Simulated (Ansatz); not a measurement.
## How much do the gradients of Ba₂BiSb₂ depend on the method?

Cell: a measured structure from the Crystallography Open Database (COD) whose atoms were relaxed with PBE, the cell held.

```
Ba Sb Bi
1.0
    -2.40130    3.84390    4.95000
     2.40130   -3.84390    4.95000
     2.40130    3.84390   -4.95000
Ba Sb Bi
2 2 1
Direct
  0.71856 0.21856 0.50000
  0.28144 0.78144 0.50000
  0.70394 0.50000 0.20394
  0.29606 0.50000 0.79606
  0.00000 0.00000 0.00000
```

Atoms are numbered from 1 in the order listed; like atoms form one site, named after its first atom.

First run. Computed with Ansatz: DFT, PBE, plane waves and PAW, scalar-relativistic, 420 eV cutoff, Γ-centred 8×8×8 k-points, Fermi–Dirac smearing 0.05 eV.

```json
{"site": "Ba", "atom": "1", "V_zz (10²¹ V/m²)": "2.45", "η": "0.13"}
{"site": "Sb", "atom": "3", "V_zz (10²¹ V/m²)": "32.5", "η": "0.98"}
{"site": "Bi", "atom": "5", "V_zz (10²¹ V/m²)": "-109.8", "η": "0.26"}
```

Second run. The same atoms and settings, except that the functional is r2SCAN and the cutoff is 500 eV.

(1) Given the first result, estimate the second.

Results:

(1) 

| site | atom | V_zz | η | change of V_zz |
| --- | --- | --- | --- | --- |
| Ba | 1 | 2.93 | 0.03 | +0.48 |
| Sb | 3 | 34.9 | 0.96 | +2.38 |
| Bi | 5 | -125.4 | 0.28 | -15.54 |

The largest change of V_zz is on Bi, from -109.8 to -125.4. In per cent, |V_zz| changes by +19 on Ba, +7 on Sb, +14 on Bi (all sites that start above 2).

The run finds no gap above 0.1 eV (a metal, or nearly one), so the gradients can move by 10 % or more with the k-mesh. Spin–orbit coupling is left out, which shifts gradients on Bi by a few per cent in wide-gap crystals, and can shift them far more where the calculated gap is small or absent, as here. With these PAW files V_zz is typically within 2 to 3 % of all-electron values, but misses above 10 % occur on Sb.
